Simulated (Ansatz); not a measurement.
With r²SCAN (plane waves, PAW; program Ansatz), Hf in the diamond structure (Fd-3m) relaxes to a = 6.458 Å. Hf has 4 nearest neighbours from 2.80 Å (tetrahedral).

Electronic character: metallic (no gap). Gap from r²SCAN with spin–orbit coupling: none (metallic).

The bulk modulus is 24.9 GPa.

The start of the workflow was typed in or built on a structure type; neither database checked (COD, Materials Project) lists it. It is not the phase usual at ambient conditions (space group No. 194). The cell was relaxed with r²SCAN under the symmetry of its start; its stability against distortions is not shown here. The run is not spin-polarised. Spin–orbit coupling is left out wherever it is not named.

Potentials: the earlier of the program's two PAW sets.
